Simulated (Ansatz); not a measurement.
Rh:
Space group Im-3m (No. 229); a = b = c = 3.044 Å, α = β = γ = 90.00°

| atom | site | symmetry | x | y | z |
|---|---|---|---|---|---|
| Rh | 2a | m-3m | 0.0000 | 0.0000 | 0.0000 |
(The calculation used a cell of 1 atom; values per cell refer to that cell.)

Relaxed with r²SCAN.

**Question.** Tabulate the valence density and the electron localisation function along the shortest Rh–Rh contact (2.64 Å), plane-wave PAW r²SCAN (Ansatz code).

**Answer.** 

| distance from Rh (Å) | density (e/Å³) | ELF |
|---|---|---|
| 0.26 | 12.13 | 0.77 |
| 0.40 | 9.24 | 0.75 |
| 0.53 | 6.30 | 0.69 |
| 0.66 | 3.83 | 0.60 |
| 0.79 | 2.00 | 0.46 |
| 0.92 | 0.97 | 0.31 |
| 1.05 | 0.58 | 0.24 |
| 1.19 | 0.43 | 0.24 |
| 1.32 | 0.39 | 0.26 |
| 1.45 | 0.43 | 0.24 |
| 1.58 | 0.58 | 0.24 |
| 1.71 | 0.97 | 0.31 |
| 1.85 | 2.00 | 0.46 |
| 1.98 | 3.83 | 0.60 |
| 2.11 | 6.30 | 0.69 |
| 2.24 | 9.24 | 0.75 |
| 2.37 | 12.13 | 0.77 |

The density is the valence pseudo-density with augmentation charge, so density and ELF within about 1 Å of a nucleus are not all-electron values.

The start of the workflow was typed in or built on a structure type; the Crystallography Open Database copy checked does not list it. It is not the phase usual at ambient conditions (space group No. 225). The r²SCAN relaxation kept the symmetry of its start. At this level the phase is mechanically unstable. No spin polarisation was allowed.

Potentials: the later of the program's two PAW sets.
